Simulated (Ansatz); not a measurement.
Here is the system:

MgO:
```yaml
crystal:
  lattice:
    - [3.30431, 0.00000, 0.00000]
    - [-1.65215, 2.86161, 0.00000]
    - [0.00000, 0.00000, 5.01562]
  atoms:
    - { symbol: Mg, position: [0.33333, 0.66667, 0.00351] }
    - { symbol: Mg, position: [0.66667, 0.33333, 0.50351] }
    - { symbol: O, position: [0.33333, 0.66667, 0.40109] }
    - { symbol: O, position: [0.66667, 0.33333, 0.90109] }
```

This is the PBEsol-relaxed structure.

**Question.** All from the program Ansatz at the PBEsol level (PAW), unless another level is named. Give the Young's modulus.

**Answer.** 108 GPa.

**Question.** And the zero-point energy?

**Answer.** 73.3 meV/atom.

**Question.** Predict the vibrational entropy at 300 K.

**Answer.** 15.4 J/(K·mol of atoms).

Space group P6_3mc (wurtzite). The first step of the workflow began from a Materials Project structure, measured or hypothetical; the Crystallography Open Database copy checked does not list it. It is not the phase usual at ambient conditions (space group No. 225). The cell was relaxed with PBEsol under the symmetry of its start; whether a distortion lowers the energy is not shown.

Potentials: the earlier of the program's two PAW sets. The files were generated under PBE; for other functionals the program regenerates the frozen cores, and for LDA and PBEsol the local potential too.
